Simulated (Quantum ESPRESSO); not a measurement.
InMoOs2Ti4 in 6 site orders

These are calculations, not measurements. They come from Quantum ESPRESSO 7.5, a public plane-wave density functional program. Each row is one single-point run on a made-up periodic cell of eight metal atoms, with elements, volume, strain and displacements drawn at random and not relaxed, so a cell may be unstable or far from any real phase. There is no spin polarisation or spin-orbit coupling.

Settings: PBE unless stated; PseudoDojo standard norm-conserving files; Fermi-Dirac width 0.25 eV, which means electrons at about 2900 K; cutoff 1143 eV; 8 x 6 x 2 k mesh shifted half a step off Gamma. E is the free energy of the whole cell (internal energy minus TS), so a -TS column is already part of it. Stress is positive in tension, and the pressure P is minus a third of its trace.

Checks: one run of this series was repeated at a higher cutoff and on a denser mesh, which moved values by no more than 0.003 eV, 0.04 GPa and 0.004 eV/Å, and a second program with other atomic files agreed on it to 2 % rms in force and 0.5 GPa in pressure. Known limits: heavy elements are run without spin-orbit coupling, which real alloys of them have; a spin test at this wide smearing found no moment, but such smearing suppresses magnetism that the real alloy may have.

The lattice is face-centred cubic, and the cell vectors in Å are (0.000, 2.035, 2.035); (-4.070, 0.000, 0.000); (0.000, -8.139, 8.139), a volume of 134.82 Å³. The runs put one composition on the same eight displaced sites in different orders. E is counted from run 1, and the rms force is over all 24 components. Nothing is relaxed, so E mixes bonding between neighbours with strain on unrelaxed sites, and it is not an ordering energy.

| run | elements on sites 1 to 8 | E (eV) | -TS (eV) | rms force (eV/Å) | largest force (eV/Å) | P (GPa) |
|---|---|---|---|---|---|---|
| 1 | Ti Os Ti Ti Mo Ti In Os | 0.000 | -2.124 | 0.706 | 2.30 | -4.09 |
| 2 | Os Os Ti Mo In Ti Ti Ti | 1.079 | -2.086 | 0.592 | 1.68 | -1.97 |
| 3 | Ti In Os Ti Ti Ti Mo Os | 0.007 | -2.132 | 0.669 | 1.96 | -4.14 |
| 4 | Ti Os Mo Os In Ti Ti Ti | 0.329 | -2.171 | 0.475 | 1.32 | ? |
| 5 | Os Mo Ti Ti In Ti Ti Os | 1.531 | -2.055 | 0.561 | 1.75 | -2.23 |
| 6 | Os Mo Ti Os Ti In Ti Ti | -0.066 | -2.147 | 0.396 | 0.92 | -3.71 |

## Worked fit

A straight line through the runs shown gives P = -3.90 + 1.32 E GPa with E in eV, an error of 0.29 on the slope and a scatter of 0.43 GPa. At this fixed volume the orders of higher energy tend to have the higher pressure.

## Withheld value

Question: what pressure should run 4 give?

The fit gives -3.47 ± 0.47 GPa. The calculation gave -3.18 GPa.
